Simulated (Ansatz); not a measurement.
Rh:
Space group Fd-3m, origin choice 1 (No. 227); a = b = c = 5.512 Å, α = β = γ = 90.00°

```tsv
atom	site	symmetry	x	y	z
Rh	8b	-43m	0.5000	0.5000	0.5000
```
(The calculation used a cell of 2 atoms; values per cell refer to that cell.)

Relaxed with DFT-PBE in the program Ansatz with PAW potentials. Indices refer to the conventional cell of Fd-3m, a = b = c = 5.512 Å, α = β = γ = 90.00°.

Task: Simulate the powder diffraction pattern (Cu Kα, λ = 1.54184 Å; lines above 1 %) up to 2θ = 90°.

Result: Simulated powder pattern, Cu Kα, λ = 1.54184 Å (kinematic, ideal powder, no thermal factors, no anomalous dispersion; the 30 strongest lines at most, above 1 %, up to 2θ = 90°):

```tsv
2θ (°)	d (Å)	I/Imax (%)	hkl
28.04	3.182	100	(111)
46.61	1.949	71	(220)
55.28	1.662	42	(311)
68.04	1.378	11	(400)
75.13	1.264	16	(331)
86.51	1.125	23	(422)
```

The start of the workflow was typed in or built on a structure type; neither database checked (COD, Materials Project) lists it. It is not the phase usual at ambient conditions (space group No. 225). Symmetry was held in the PBE relaxation; its stability against distortions is not shown here. The workflow began spin-polarised and lost its moments.

Potentials: the earlier of the program's two PAW sets.
